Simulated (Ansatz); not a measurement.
**Computed properties of Ca**

Ca:
```cif
data_Ca
_chemical_formula_sum 'Ca1'
_space_group_name_H-M_alt 'Pm-3m'
_space_group_IT_number 221
_space_group_name_Hall '-P 4 2 3'
_cell_length_a 3.49304
_cell_length_b 3.49304
_cell_length_c 3.49304
_cell_angle_alpha 90.000
_cell_angle_beta 90.000
_cell_angle_gamma 90.000
loop_
_atom_site_label
_atom_site_type_symbol
_atom_site_symmetry_multiplicity
_atom_site_Wyckoff_symbol
_atom_site_fract_x
_atom_site_fract_y
_atom_site_fract_z
_atom_site_occupancy
Ca1 Ca 1 a 0.00000 0.00000 0.00000 1
```

Space group Pm-3m (No. 221), simple cubic; conventional cell a = 3.4930 Å, b = 3.4930 Å, c = 3.4930 Å, α = 90.00°, β = 90.00°, γ = 90.00°.

Method: plane-wave PAW r²SCAN (Ansatz code). The cell and atoms are relaxed at this level. Other levels are named where they apply.

### Cell and energy

| Property | Result |
|---|---|
| Volume per atom | 42.62 Å³ |
| Density | 1.56 g/cm³ |

### Electronic structure

| Quantity | Value |
|---|---|
| Electronic character | metallic (no gap) |
| Density of states at the Fermi level | 0.75 states/eV per atom (mean over ±0.08 eV) |

### Mechanics

| Property | Value |
|---|---|
| Bulk modulus (Birch–Murnaghan fit) | 10.9 GPa |
| Pressure derivative B′ | 2.6 |
| Elastic constants (relaxed ions, GPa) | C11 = 52.6, C12 = -9.5, C44 = -9.2 |
| Mechanical stability | unstable (C has a negative eigenvalue) |

### Phonons

| Quantity | Value |
|---|---|
| Dynamical stability on the path | unstable, down to 99i cm⁻¹ |

This is a known high-pressure phase of the composition, computed here at zero pressure and temperature. The cell was relaxed with r²SCAN under the symmetry of its start. As this level gives no gap, shear constants depend on the k-mesh and smearing (Fermi–Dirac, 0.1 eV here). As this level gives no gap, phonon frequencies hold no LO–TO term and depend on the k-mesh and smearing (Fermi–Dirac, 0.1 eV here).

Potentials: the later of the program's two PAW sets.
